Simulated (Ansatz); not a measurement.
### Question
Sb (diamond, Fd-3m) is relaxed with plane-wave PAW r²SCAN (Ansatz code). What lattice parameters of the conventional cell result?

### Answer
a = 6.943 Å.

### Question
Is it a metal or does it have a gap at this level?

### Answer
No gap at this level.

The start of the workflow was typed in or built on a structure type; neither database checked (COD, Materials Project) lists it. It is not the phase usual at ambient conditions (space group No. 166). Symmetry was held in the r²SCAN relaxation. At this level the phase is mechanically unstable. Scalar-relativistic: spin–orbit coupling is off unless named, which matters more the heavier the elements.

Potentials: the later of the program's two PAW sets.
